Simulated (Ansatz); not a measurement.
Total density of states per atom from the program Ansatz at the PBEsol level (PAW), in 0.25 eV bins, energy from the Fermi level:

(E (eV), states/eV/atom): (-7.35, 0.00); (-7.10, 0.02); (-6.85, 0.04); (-6.60, 0.06); (-6.35, 0.08); (-6.10, 0.23); (-5.85, 0.37); (-5.60, 0.49); (-5.35, 0.63); (-5.10, 0.93); (-4.85, 1.40); (-4.60, 1.74); (-4.35, 1.89); (-4.10, 1.77); (-3.85, 1.64); (-3.60, 1.70); (-3.35, 1.34); (-3.10, 1.07); (-2.85, 1.22); (-2.60, 1.64); (-2.35, 0.98); (-2.10, 1.19); (-1.85, 1.27); (-1.60, 1.15); (-1.35, 0.84); (-1.10, 1.31); (-0.85, 0.78); (-0.60, 0.69); (-0.35, 0.72); (-0.10, 0.88); (0.15, 1.08); (0.40, 1.27); (0.65, 1.36); (0.90, 1.74); (1.15, 1.67); (1.40, 1.46); (1.65, 1.30); (1.90, 1.17); (2.15, 1.05); (2.40, 1.04); (2.65, 0.91); (2.90, 0.52); (3.15, 0.39); (3.40, 0.35); (3.65, 0.41); (3.90, 0.44); (4.15, 0.38); (4.40, 0.36); (4.65, 0.34)

Q: Which compound is it?
A. NaCl, rock salt
B. FeO, rock salt
C. MoRu, rock salt
D. MgO, rock salt

A: C, MoRu, rock salt. Within 0.5 eV of the Fermi level: Mo 4d 63 %, Ru 4d 28 %. Projections are on Löwdin-orthogonalised atomic valence shells; empty p or d shells of many metals are not among them.

Space group Fm-3m (rock salt). The start of the workflow was typed in or built on a structure type; neither database checked (COD, Materials Project) lists it. Whether it is the stable phase at ambient conditions was not checked. The PBEsol relaxation kept the symmetry of its start. At this level the phase is mechanically unstable. The run is not spin-polarised. Its formation energy is positive at this level, so the cell may be metastable or incomplete. Spin–orbit coupling is left out wherever it is not named.

Potentials: the later of the program's two PAW sets.
